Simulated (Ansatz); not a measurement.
Cs$_{2}$LiIrC$_{6}$N$_{6}$ in space group Fm-3m (No. 225; Pearson symbol cF64) under volume change, plane-wave PAW r²SCAN (Ansatz code), shape and atoms relaxed at each volume.

```tsv
V (Å³/atom)	E − E(relaxed) (meV/atom)	P (GPa)
17.513	17.3	3.59
18.090	7.1	2.12
18.667	1.6	0.93
19.245	0.0	0.00
19.822	1.4	-0.75
20.399	5.2	-1.33
20.977	10.9	-1.79
```

### Question
What does a third-order Birch–Murnaghan fit give for V₀, B₀ and B′?

### Answer
V₀ = 19.24 Å³/atom, B₀ = 27.8 GPa, B′ = 6.7.

The workflow started from a Materials Project entry (that database holds measured and hypothetical structures alike); the Crystallography Open Database files this formula in space group No. 225, but the cells were not matched. Its standing as an ambient phase is unchecked. Symmetry was held in the r²SCAN relaxation; whether a distortion lowers the energy is not shown. The run is not spin-polarised. Spin–orbit coupling is left out wherever it is not named.

Potentials: the later of the program's two PAW sets.
